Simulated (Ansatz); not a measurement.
The start is a randomly generated symmetric cell of Hf (space group No. 69). A full variable-cell relaxation at zero pressure is run with r2SCAN (plane waves to 500 eV, PAW, scalar-relativistic; Ansatz, a first-principles code). The first steps use a coarse 13×13×13 k-mesh.

Input geometry:
```
CELL_PARAMETERS angstrom
      0.00000     2.13168     3.58725
      1.66288     0.00000     3.58725
      1.66288     2.13168     0.00000
ATOMIC_POSITIONS crystal
  Hf 0.00000 0.00000 0.00000
```

### Question
What symmetry does the relaxed structure have?

### Answer
The space group goes from Fmmm (No. 69) to I4/mmm (No. 139); the end is AFLOW prototype A_tI2_139_a (A_a), with 1 atom in the primitive cell.

### Question
How much energy is released per atom?

### Answer
1.00 eV/atom.

### Question
How does the volume change?

### Answer
-12.8 %, from 25.43 to 22.17 Å³/atom.

### Question
How do the shortest distances between atoms change?

### Answer
The closest pairs of elements (up to four, under 3.6 Å), start → end: Hf–Hf 2.70 → 3.08 Å.

### Question
What band gap does the relaxed structure have at this level?

### Answer
Zero (metallic).

### Question
Give the final cell and atomic positions.

### Answer

Space group I4/mmm (No. 139); a = 3.720 Å, b = 3.720 Å, c = 3.204 Å, α = 90.00°, β = 90.00°, γ = 90.00°

```json
[
 {"atom": "Hf", "site": "2a", "symmetry": "4/mmm", "x": "0.0000", "y": "0.0000", "z": "0.0000"}
]
```
(The calculation used a cell of 1 atom; values per cell refer to that cell.)

Final values are on a 19×19×19 k-mesh of the relaxed cell. No spin polarisation in the result.

The run could not lower the symmetry of its start; a shaken copy of this end point relaxes with r2SCAN to P6₃/mmc (No. 194), 0.18 eV/atom lower.

The relaxed structure here is a generated cell of Hf: the first start was made by a random draw of sites in a space group, and the end was not matched to a known phase here, so it may be hypothetical. Known forms of Hf include space group No. 194.
